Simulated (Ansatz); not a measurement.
Input:

PbSe (rock salt), conventional cell a = b = c = 6.1780 Å, α = β = γ = 90.00°. The calculation uses the primitive cell of 2 atoms, to which meshes and values per cell refer.

E(V) scan at fixed shape, V₀ the volume above. Symmetry pins the atoms to their sites.

The numbers are results of r2SCAN (plane waves to 500 eV, PAW, scalar-relativistic; Ansatz, a first-principles code), not measurements. k mesh 9×9×9 (Γ-centred), Fermi-Dirac smearing 0.05 eV. Energies are smeared free energies. Compression counts positive. PbSe was relaxed with its symmetry unable to fall. Spin-orbit coupling is left out, though Pb is heavy. The zero of ΔE is the relaxed starting cell.

The scan covers V/V₀ from 0.900 to 1.100 in 11 points.

### Question
What is the fitted pressure derivative B₀′?

### Answer
4.4.

### Question
What bulk modulus B₀ follows from a third-order Birch-Murnaghan fit?

### Answer
51.3 GPa.

(A scan under strain: stresses follow from slopes of the energy per volume, elastic moduli from its curvatures.)
